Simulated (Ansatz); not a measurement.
HfIr3 in space group I4/mmm (No. 139; Ir on 2b, Ir on 4d, Hf on 2a), plane-wave PAW PBE (Ansatz code), all energies at zero smearing, with the estimated change up to a 700 eV cutoff added, with one set of potentials and settings (totals compare only within such a set). Cell of 4 atoms (3 Ir, 1 Hf): -51535.107 eV.

| element | reference phase | E (eV/atom) |
|---|---|---|
| Ir | Fm-3m, 1 atoms in the cell | -11936.8363 |
| Hf | P6_3/mmc, 2 atoms in the cell | -15722.2087 |

Formation energy per atom, worked out: (-51535.107 − 3×(-11936.8363) − 1×(-15722.2087))/4 = -0.597 eV/atom (-58 kJ per mol of atoms), at 0 K, without zero-point energy or fitted corrections.

A made-up cell: these elements were put on the sites of a structure type; neither database checked (COD, Materials Project) lists it. COD files the formula under space group No. 221, so this cell is another polymorph or a model. Its standing as an ambient phase is unchecked. The PBE relaxation kept the symmetry of its start; its stability against distortions is not shown here. No spin polarisation was allowed. The references are the lowest solids computed at this level, not always the standard phases. Scalar-relativistic: spin–orbit coupling is off unless named, which matters more the heavier the elements.

Potentials: the earlier of the program's two PAW sets.
